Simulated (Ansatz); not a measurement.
All numbers below come from DFT PBE, scalar-relativistic, plane waves, PAW in Ansatz. Cutoff 420 eV, Γ-centred meshes of about 0.25 Å⁻¹ or finer for metals and 0.3 Å⁻¹ for insulators (2π included), Gaussian smearing. No spin polarisation.

Temperature and zero-point effects are left out.

Two forms of Al3BSb2 were relaxed alike.

1.

Space group Cmc2_1 (No. 36). a = 12.181 Å, b = 6.545 Å, c = 7.056 Å, α = 90.00°, β = 90.00°, γ = 90.00°
```csv
atom,site,symmetry,x,y,z
Al,8b,1,0.6373,0.7873,0.6006
Al,4a,m..,0.0000,0.8954,0.6910
B,4a,m..,0.0000,0.1363,0.4832
Sb,8b,1,0.6564,0.8148,0.9824
```

2.

Space group P-3m1 (No. 164). a = 3.493 Å, b = 3.493 Å, c = 10.822 Å, α = 90.00°, β = 90.00°, γ = 120.00°
```
atom  site  symmetry       x       y       z
  Al    2d       3m. 0.3333  0.6667  0.0855
  Al    1b      -3m. 0.0000  0.0000  0.5000
   B    1a      -3m. 0.0000  0.0000  0.0000
  Sb    2d       3m. 0.6667  0.3333  0.3119
```

Problem. Which would you expect to be lower, and how large is the difference?

Solution. Cell 2 is lower, by 28 meV/atom. Cell 1 has space group Cmc2_1 (No. 36), 23.4 Å³/atom and no gap on its mesh; cell 2 has space group P-3m1 (No. 164), 19.1 Å³/atom and no gap. Counting B or Sb atoms around Al (for each partner element, those within 1.25 times its shortest distance or 1.15 times the sum of covalent radii, where it is the nearest in units of that sum or under 1.3), cell 1 has Al 4 and cell 2 has Al 6. The denser one is the lower, and pressure would at first widen the difference. Even the lower one lies +0.17 eV/atom against the reference forms of the elements (uncorrected), so neither is stable at this level. In cell 1, Al on a site of symmetry 1 has 1 B at 2.11 Å and 3 Sb at 2.71–2.74 Å; B has 4 Al at 2.07–2.15 Å; around Sb lie 4 Al at 2.71–2.77 Å; 1 more site not described. In cell 2, Al on a site of symmetry 3m has 3 B at 2.22 Å, 3 Al at 2.74 Å and 3 Sb at 3.17 Å; B has 6 Al at 2.22 Å; Sb is surrounded by 3 Al at 2.87 Å, 3 Al at 3.17 Å and 6 Sb at 3.49 Å; 1 more site not described. Both come from trial cells of a structure search, whose lowest cell (C2/m, 23.8 Å³/atom) lies 154 meV/atom below the lower of the two.

For metals, differences of a few meV/atom aren't resolved. Spin–orbit coupling, which can matter for Sb, is left out. With atoms moved at random, cell 2 (by 37 meV/atom) fell into a lower structure. Cell 1 had no clear such test and can be a saddle point. Some types were kept out of the candidates beforehand, so the set may lack a known form.
